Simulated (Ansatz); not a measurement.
This Ca5Ta structure is the end of a relaxation. The cell was found from a structure generator's guess, not taken from experiment.

These are results of DFT PBE, scalar-relativistic, plane waves, PAW (Ansatz), not measurements. Cutoff 420 eV, Γ-centred mesh, Gaussian smearing, no spin polarisation.

This is a two-dimensional sheet: the third axis spans vacuum and isn't periodic.

```
Ca Ta
1.0
     5.22029    0.00000    0.00000
     0.00000    5.22029    0.00000
     0.00000    0.00000   32.58366
Ca Ta
5 1
Direct
  0.00000 0.50000 0.32802
  0.50000 0.00000 0.32802
  0.00000 0.50000 0.19371
  0.50000 0.00000 0.19371
  0.00000 0.00000 0.26087
  0.50000 0.50000 0.26087
```

Formation energies are uncorrected and refer to the elements' standard structures at the same level.

Problem. What layer group does it have?

Solution. p4/mmm (No. 61). In-plane cell: a = 5.220 Å, b = 5.220 Å, γ = 90.0°, thickness 4.38 Å between the outermost nuclei. Ca at height 4.38 Å has 6 Ca at 3.41–3.69 Å and 2 Ta at 3.41 Å; Ca at height 2.19 Å has 8 Ca at 3.41 Å and 4 Ta at 3.69 Å; Ta at height 2.19 Å has 12 Ca at 3.41–3.69 Å.

Problem. What is its formation energy per atom?

Solution. +0.72 eV/atom. A positive value: parting into the elements would lower its energy.

Problem. Is it a metal?

Solution. Yes, bands cross the Fermi level on the 8×8×1 mesh.

The last run used an 8×8×1 mesh for its 6-atom cell and Gaussian smearing of 0.10 eV. Spin–orbit coupling, which can matter for Ta, is left out. The cell is a metal run without spin; a magnetic state may lie lower. A later test with randomly moved atoms came back to the same energy, though modes that don't fit the test's cell weren't probed.
